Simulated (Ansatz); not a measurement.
LiF in space group P6_3/mmc (No. 194; Li on 2d, F on 2c), plane-wave PAW PBE (Ansatz code). The conduction-band minimum lies at Γ, with 1 equivalent valley. Second derivatives d²E/dk² of the lowest band at one valley (eV·Å²), along Cartesian directions:

| direction | d²E/dk² |
|---|---|
| [100] | 8.541 |
| [010] | 8.541 |
| [001] | 9.350 |
| [110] | 8.541 |
| [101] | 8.945 |
| [011] | 8.945 |

Problem. Find the principal effective masses, the density-of-states mass and the conductivity mass.

Solution. Off-diagonal terms follow from H_xy = H[110] − (H_xx + H_yy)/2, and m*/mₑ = 7.620 eV·Å² over each eigenvalue: 0.81, 0.89, 0.89. One valley's DOS mass (m₁m₂m₃)^(1/3) = 0.87, conductivity mass 3/(Σ 1/mᵢ) = 0.86 mₑ.

Problem. What effective density of states Nc follows at 300 K for parabolic valleys?

Solution. Nc = 2.509e19 × 1 × (0.87)^(3/2) ≈ 2.0e19 cm⁻³.

The start of the workflow was typed in or built on a structure type; neither database checked (COD, Materials Project) lists it. It is not the phase usual at ambient conditions (space group No. 225). Symmetry was held in the PBE relaxation; whether a distortion lowers the energy is not shown.

Potentials: the earlier of the program's two PAW sets.

Edges and masses are those of Kohn–Sham bands, whose gap is no quasiparticle gap.
